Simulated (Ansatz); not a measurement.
SnS₂ (CdI2 type)

```
SnS2
1.0
    3.62596     0.00000     0.00000
   -1.81298     3.14018     0.00000
    0.00000     0.00000     5.57353
Sn S
1 2
Direct
  0.00000   0.00000   0.00000
  0.33333   0.66667   0.26441
  0.66667   0.33333   0.73559
```

The slice is a (0001) plane (indices of the conventional cell) through the point (0.667, 0.333, 0.736) (fractional), spanned by u = [110] and v = [1 -1 0] in vectors of this cell: u (3.63 Å) and v (6.28 Å, at 90° to u). It covers one period; positions are fractions (u, v).

These are PBEsol-D3(BJ) (plane waves to 420 eV, PAW, scalar-relativistic; Ansatz, an electronic-structure program) values and carry that method's errors. k mesh 11×11×6. Near the nuclei the fields are pseudised (PAW); where an atom keeps semicore shells as valence, they peak there. SnS2 was relaxed with its symmetry unable to fall. The PAW data are Ansatz's earlier set.

Sketch the density of the highest valence band (whole band, smooth part) on this plane as a map.


| v \ u | 0.00 | 0.12 | 0.25 | 0.38 | 0.50 | 0.62 | 0.75 | 0.88 |
|---|---|---|---|---|---|---|---|---|
| 0.93 | 0.134 | 0.140 | 0.064 | 0.016 | 0.005 | 0.016 | 0.064 | 0.140 |
| 0.86 | 0.083 | 0.063 | 0.028 | 0.007 | 0.002 | 0.007 | 0.028 | 0.063 |
| 0.79 | 0.020 | 0.016 | 0.009 | 0.005 | 0.004 | 0.005 | 0.009 | 0.016 |
| 0.71 | 0.004 | 0.005 | 0.009 | 0.017 | 0.022 | 0.017 | 0.009 | 0.005 |
| 0.64 | 0.003 | 0.007 | 0.026 | 0.063 | 0.087 | 0.063 | 0.026 | 0.007 |
| 0.57 | 0.005 | 0.015 | 0.060 | 0.136 | 0.136 | 0.136 | 0.060 | 0.015 |
| 0.50 | 0.007 | 0.020 | 0.083 | 0.136 | 0.001 | 0.136 | 0.083 | 0.020 |
| 0.43 | 0.005 | 0.016 | 0.064 | 0.140 | 0.134 | 0.140 | 0.064 | 0.016 |
| 0.36 | 0.002 | 0.007 | 0.028 | 0.063 | 0.083 | 0.063 | 0.028 | 0.007 |
| 0.29 | 0.004 | 0.005 | 0.009 | 0.016 | 0.020 | 0.016 | 0.009 | 0.005 |
| 0.21 | 0.022 | 0.017 | 0.009 | 0.005 | 0.004 | 0.005 | 0.009 | 0.017 |
| 0.14 | 0.087 | 0.063 | 0.026 | 0.007 | 0.003 | 0.007 | 0.026 | 0.063 |
| 0.07 | 0.136 | 0.136 | 0.060 | 0.015 | 0.005 | 0.015 | 0.060 | 0.136 |
| 0.00 | 0.001 | 0.136 | 0.083 | 0.020 | 0.007 | 0.020 | 0.083 | 0.136 |

Values: density of the highest valence band (whole band, smooth part) in e/Å³.
